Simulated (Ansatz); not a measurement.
A geometry of Al away from equilibrium: step 4 of the relaxation of a generated cell, Al placed in the AFLOW prototype A_oP8_62_2c (A_c). Method: r2SCAN (plane waves to 500 eV, PAW, scalar-relativistic; Ansatz, an electronic-structure program). Γ-centred k-mesh 7×10×10 on the run's cell, Fermi–Dirac smearing 0.05 eV. The plane waves were selected for a different cell earlier on the path.

```
Al
1.0
    5.95318     0.00000     0.00000
    0.00000     4.61862     0.00000
    0.00000     0.00000     4.75019
Al
8
Direct
  0.51800   0.25000   0.27731
  0.01800   0.25000   0.22269
  0.48200   0.75000   0.72269
  0.98200   0.75000   0.77731
  0.23757   0.25000   0.73317
  0.73757   0.25000   0.76683
  0.76243   0.75000   0.26683
  0.26243   0.75000   0.23317
```

Give the Cartesian forces on all atoms (eV/Å).


| atom | Fx | Fy | Fz |
|---|---|---|---|
| Al1 | -0.38 | 0.00 | -0.40 |
| Al2 | -0.38 | 0.00 | 0.40 |
| Al3 | 0.38 | 0.00 | 0.40 |
| Al4 | 0.38 | 0.00 | -0.40 |
| Al5 | 0.17 | 0.00 | 0.12 |
| Al6 | 0.17 | 0.00 | -0.12 |
| Al7 | -0.17 | 0.00 | -0.12 |
| Al8 | -0.17 | 0.00 | 0.12 |

The path ends in I4/mmm (No. 139) (AFLOW prototype A_tI2_139_a (A_a)). No spin polarisation in the result.

The run could not lose the symmetry of its start, so the end can be a saddle point.

The end of the path is a generated cell of Al: the first start was made by placing the elements on the sites of a structure type, and the end was not matched to a known phase here, so it may be hypothetical. Known forms of Al include space group No. 225.
